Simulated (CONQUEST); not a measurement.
Input and output of a self-consistent single point for Si2W (I4/mmm, 6 atoms in the cell; from Materials Project mp-1620, changed as shown) (CONQUEST).

All values come from this method and carry its errors: PBE, numerical atomic orbitals double-zeta with polarisation (the shipped basis), PseudoDojo norm-conserving potentials made for PBE (CONQUEST).

The change in words: lattice scaled by 0.98. Reference geometry (I4/mmm):
```yaml
crystal:
  lattice:
    - [3.21473, 0.00000, 0.00000]
    - [0.00000, 3.21473, 0.00000]
    - [0.00000, 0.00000, 7.80206]
  atoms:
    - { symbol: Si, position: [0.00000, 0.00000, 0.33499] }
    - { symbol: Si, position: [0.50000, 0.50000, 0.16501] }
    - { symbol: Si, position: [0.50000, 0.50000, 0.83499] }
    - { symbol: Si, position: [0.00000, 0.00000, 0.66501] }
    - { symbol: W, position: [0.00000, 0.00000, 0.00000] }
    - { symbol: W, position: [0.50000, 0.50000, 0.50000] }
```

Reference input (self-consistent single point, DFT, PBE, numerical atomic orbitals double-zeta with polarisation (the shipped basis), PseudoDojo norm-conserving potentials made for PBE): basis = DZP; Diag.MPMeshX, Y, Z = 8 8 4; potentials = PseudoDojo norm-conserving PBE; Grid.GridCutoff = 140 Ha; DM.SolutionMethod = diagon; Diag.kT = 0.001837 Ha; Diag.GammaCentred = true; minE.SCTolerance = 1.0e-06; SC.MaxIters = 100; SC.LinearMixingFactor = 0.3; SC.KerkerPreCondition = true; SC.KerkerFactor = 0.5 1/bohr. This run's input differs from it in these lines:

```diff
@@ -30,5 +30,5 @@
 # file: input.coords
-     6.074959265      0.000000000      0.000000000
-     0.000000000      6.074959265      0.000000000
-     0.000000000      0.000000000     14.743756608
+     5.953459323      0.000000000      0.000000000
+     0.000000000      5.953459323      0.000000000
+     0.000000000      0.000000000     14.448881854
 6
```

Output (repeated stretches shortened):

```
    new_SC_potl: Starting.  Tolerance:  0.10000E-05

    PulayMixSC: Starting Pulay mixing, A_up =  0.300 A_dn =  0.300
    PulayMixSC: Spin non-polarised calculation.
    PulayMixSC: with Kerker preconditioning, q0 =  0.500
          Harris-Foulkes Energy            :      -168.645740056458664 Ha
          GroundState Energy (E-(1/2)TS)   :      -168.645796261458969 Ha
          Free Energy (E-TS)               :      -168.645852466459274 Ha
          DFT Total Energy                 :      -168.635770782226189 Ha
          Total number of electrons        :        44.000000000001208
   [... lines left out ...]
          Total number of electrons        :        44.000056243818435
    PulayMixSC: Pulay iteration    20 residual:              0.10121E-05
          Harris-Foulkes Energy            :      -168.637978580468570 Ha
          GroundState Energy (E-(1/2)TS)   :      -168.638034683968755 Ha
          Free Energy (E-TS)               :      -168.638090787468940 Ha
          DFT Total Energy                 :      -168.637978573272505 Ha
          Total number of electrons        :        44.000057731902942
    PulayMixSC: Pulay iteration    21 residual:              0.87804E-06
    PulayMixSC: Reached SCF tolerance of  0.87804E-06 after     21 iterations
      | Number of electrons      =        44.000058
      |* band energy as 2Tr[K.H] =       -43.512254848493271 Ha
      |  screened ion-ion energy =      -115.556640851979751 Ha
      |  Ha correction           =         0.281239212728157 Ha
      |  XC correction           =        -9.850336479452874 Ha
      | GS Energy as E-(1/2)TS   =      -168.638034683968755 Ha
      | Free Energy as E-TS      =      -168.638090787468940 Ha
      |* Harris-Foulkes energy   =      -168.637978580468570 Ha
      |* DFT total energy        =      -168.637978573272505 Ha
      |  estimated accuracy      =        -0.000000007196064 Ha

    force: Forces on atoms (Ha/a0)
    force:  Atom   X              Y              Z
   [... lines left out ...]
    force:     6  -0.0000000000  -0.0000000000  -0.0000000000

    force: Maximum force :        0.00640323(Ha/a0) on atom         4 in z direction
    force: Force Residual:        0.00522822 Ha/a0
    force: Total stress:        -22.43764042   -22.43764042   -27.30540955 GPa
    force: Average pressure:     24.06023013 GPa

    force: Finished force
    get_E_and_F: Change in energy during last step of electronic optimisation:  0.63863E-06
```

The run converged in 21 iterations. CONQUEST prints the stress tensor with tension positive. Against the reference run the free energy rises by 77.2 meV/atom, the pressure goes from 7.96 to 24.06 GPa and the largest force goes from 0.124 to 0.329 eV/Å.

The program uses no crystal symmetry, so grid and mesh can part values that symmetry would make equal. The atom-centred basis is finite, which shifts total energies, pressures and forces against plane waves. The structure comes from a collection of computed structures, made at another level of theory; the collection holds predicted forms beside known ones. No clean gap shows at this smearing width and mesh (spacing up to 0.25 Å⁻¹); the mesh is coarse for partly filled bands, so the values carry mesh errors. At this pressure the cell is far from its equilibrium volume at this level.

Cost on one core: very roughly 8 core-minutes.
